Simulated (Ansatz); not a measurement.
What DFT gives for Ca2MnO3

```yaml
crystal:
  lattice:
    - [0.00000, 0.00000, 3.29702]
    - [0.00000, -3.82308, 0.00000]
    - [6.19088, 1.91154, -1.64851]
  atoms:
    - { symbol: Ca, position: [0.65000, 0.15000, 0.30000] }
    - { symbol: Ca, position: [0.35000, 0.85000, 0.70000] }
    - { symbol: Mn, position: [0.00000, 0.50000, 0.00000] }
    - { symbol: O, position: [0.84000, 0.34000, 0.68000] }
    - { symbol: O, position: [0.16000, 0.66000, 0.32000] }
    - { symbol: O, position: [0.00000, 0.00000, 0.00000] }
```

Method: r2SCAN, spin-orbit coupling; PAW, plane waves to 500 eV, 6×6×6 Γ-centred mesh, fermi-dirac occupations (width 0.1 eV) (Ansatz 0.2.0), atoms fixed.

Magnetic state (reached from a saved solution, and it need not be the lowest): Mn3 along (0.11, -0.88, -0.46).

**Moments.** Mn3 3.29 μB of spin moment in Bader basins; net size 3.43 μB a cell.
**Stress.** The pressure is -4.3 GPa (compression positive), so with the atoms held at these fractions the cell would first shrink. The principal stresses -6.7, -5.6, -0.4 GPa differ, so its shape would change too.
**Electronic structure.** It is a metal, with about 0.71 states/eV a cell as the mean within 0.25 eV of the Fermi level, mostly Mn d (63 %) and O p (19 %).
**Forces.** The largest is on O4 (and as large on other atoms): 0.18 eV/Å, components (0.18, 0.00, 0.00). It makes 0° with the line to a nearest neighbour, Mn3 at 1.98 Å, pointing towards it.

Origin: a known structure type with other elements, at an estimated volume, so it need not be a known compound. Caveats: semilocal functionals often miss the gap of such magnets; the k mesh is coarse if the cell is a metal.
